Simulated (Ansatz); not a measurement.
GaNi₃N:
```
CELL_PARAMETERS angstrom
      3.73030     0.00000     0.00000
      0.00000     3.73030     0.00000
      0.00000     0.00000     3.73030
ATOMIC_POSITIONS crystal
  Ga 0.00000 0.00000 0.00000
  N  0.50000 0.50000 0.50000
  Ni 0.00000 0.50000 0.50000
  Ni 0.50000 0.50000 0.00000
  Ni 0.50000 0.00000 0.50000
```

Relaxed with PBEsol. Special points in fractions of this cell's reciprocal vectors: Γ (0.000, 0.000, 0.000); X (0.000, 0.500, 0.000); M (0.500, 0.500, 0.000); R (0.500, 0.500, 0.500).

List the band energies nearest the Fermi level at these points for the program Ansatz at the PBEsol with spin–orbit coupling level (PAW).

In eV from the Fermi level; about four levels below and three above (degenerate sets whole), none deeper than 8.9 eV; points with the same levels are listed once.

```json
[
 {"k": "Γ", "below": "-0.89 -0.89 -0.89 -0.89 -0.72 -0.72", "above": "0.88 0.88 1.80 1.80"},
 {"k": "X", "below": "-0.84 -0.84 -0.76 -0.76", "above": "1.13 1.13 1.30 1.30"},
 {"k": "M", "below": "-0.43 -0.43 -0.06 -0.06", "above": "3.26 3.26 3.35 3.35"},
 {"k": "R", "below": "-0.89 -0.89 -0.89 -0.89", "above": "0.73 0.73 0.73 0.73"}
]
```

Space group Pm-3m (anti-perovskite). The cell is a constructed one: a structure type filled with these elements; neither database checked (COD, Materials Project) lists it. Its standing as an ambient phase is unchecked. Symmetry was held in the PBEsol relaxation; phonons show weakly imaginary modes. The workflow began spin-polarised and lost its moments.

Potentials: the later of the program's two PAW sets.
